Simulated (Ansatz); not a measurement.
Li$_{3}$Sn in space group Fm-3m (No. 225; Li on 8c, Li on 4b, Sn on 4a), the program Ansatz at the r²SCAN level (PAW), all energies at zero smearing, with the estimated change up to a 700 eV cutoff added, with one set of potentials and settings (totals compare only within such a set). Cell of 4 atoms (3 Li, 1 Sn): -6655.700 eV.

| element | reference phase | E (eV/atom) |
|---|---|---|
| Li | Fm-3m, 1 atoms in the cell | -205.1371 |
| Sn | Fd-3m, 2 atoms in the cell | -6038.6401 |

Formation energy per atom, worked out: (-6655.700 − 3×(-205.1371) − 1×(-6038.6401))/4 = -0.412 eV/atom (-40 kJ per mol of atoms), at 0 K, without zero-point energy or fitted corrections.

The first step of the workflow began from a Materials Project structure, measured or hypothetical; the Crystallography Open Database copy checked does not list it. With Li and Sn taken as one species the cell has the higher symmetry Im-3m, so it may be an ordered model of a mixed-site phase. Whether it is the stable phase at ambient conditions was not checked. The r²SCAN relaxation kept the symmetry of its start; whether a distortion lowers the energy is not shown. The references are the lowest solids computed at this level, not always the standard phases. Scalar-relativistic: spin–orbit coupling is off unless named, which matters more the heavier the elements.

Potentials: the later of the program's two PAW sets.
